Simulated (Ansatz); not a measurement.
HfSiO4: computed property card

HfSiO₄:
```yaml
crystal:
  lattice:
    - [-3.29119, 3.29119, 2.98604]
    - [3.29119, -3.29119, 2.98604]
    - [3.29119, 3.29119, -2.98604]
  atoms:
    - { symbol: Hf, position: [0.00000, 0.00000, 0.00000] }
    - { symbol: Hf, position: [0.75000, 0.25000, 0.50000] }
    - { symbol: Si, position: [0.25000, 0.75000, 0.50000] }
    - { symbol: Si, position: [0.50000, 0.50000, 0.00000] }
    - { symbol: O, position: [0.13525, 0.31988, 0.81537] }
    - { symbol: O, position: [0.06988, 0.75450, 0.68463] }
    - { symbol: O, position: [0.50450, 0.31988, 0.18463] }
    - { symbol: O, position: [0.06988, 0.38525, 0.31537] }
    - { symbol: O, position: [0.61475, 0.93012, 0.68463] }
    - { symbol: O, position: [0.68012, 0.86475, 0.18463] }
    - { symbol: O, position: [0.24550, 0.93012, 0.31537] }
    - { symbol: O, position: [0.68012, 0.49550, 0.81537] }
```

Space group I4_1/amd (No. 141); conventional cell a = 6.5824 Å, b = 6.5824 Å, c = 5.9721 Å, α = 90.00°, β = 90.00°, γ = 90.00°.

Method: DFT-r²SCAN in the program Ansatz with PAW potentials. The cell and atoms are relaxed at this level. Other levels are named where they apply.

Cell and energy:

- Volume per atom = 10.78 Å³
- Density = 6.95 g/cm³
- Formation energy from the elements (no fitted shifts) = -3419 meV/atom

Electronic structure:

- Band gap = 6.00 eV (indirect)
- Valence-band maximum = at Γ
- Conduction-band minimum = off the standard path, at k = (0.188, 0.302, 0.250) in fractions of the reciprocal vectors
- Smallest direct gap on the standard path = 6.37 eV
- Electron effective mass = 1.3, 7.9, 25 mₑ (principal values)
- Electron effective mass with spin–orbit coupling = 1.4, 7.2, 30 mₑ (principal values)
- Hole effective mass = 1.6 along x (mₑ)
- Hole effective mass with spin–orbit coupling = 1.6 along x (mₑ)
- HSE06 gap on the r²SCAN cell = 7.25 eV
- Gap with spin–orbit coupling = 5.99 eV

Mechanics:

* **Bulk modulus (Birch–Murnaghan fit)**: 232 GPa
* **Pressure derivative B′**: 4.9
* **Elastic constants (relaxed ions, GPa)**: C11 = 447, C12 = 69.2, C13 = 156, C33 = 501, C44 = 116, C66 = 53.4
* **Mechanical stability**: stable (all eigenvalues of C positive)
* **Hill bulk and shear moduli**: 237 and 114 GPa
* **Young's modulus**: 296 GPa
* **Poisson's ratio**: 0.29
* **Debye temperature from the elastic constants**: 610 K

Dielectric response:

- Electronic dielectric constant ε∞ (DFPT) = 3.64 (xx = yy), 3.84 (zz)
- Static dielectric constant ε0 (ions relaxed, cell fixed) = 11.7 (xx = yy), 11.7 (zz)
- Born charges (a third of the trace) = Hf +5.07, Si +3.56, O -2.16 e

Phonons:

- Highest zone-centre frequency (without LO–TO term): 1026 cm^-1
- Zone-centre stability: no imaginary mode at Γ

Charges:

- Bader charges = Hf +2.81, Si +3.32, O -1.53 e

Symmetry was held in the r²SCAN relaxation. The run is not spin-polarised. The references are the lowest solids computed at this level, not always the standard phases (solids in place of the gases). Scalar-relativistic: spin–orbit coupling is off unless named, which matters more the heavier the elements.

Potentials: the earlier of the program's two PAW sets. The files were generated under PBE; for other functionals the program regenerates the frozen cores, and for LDA and PBEsol the local potential too.
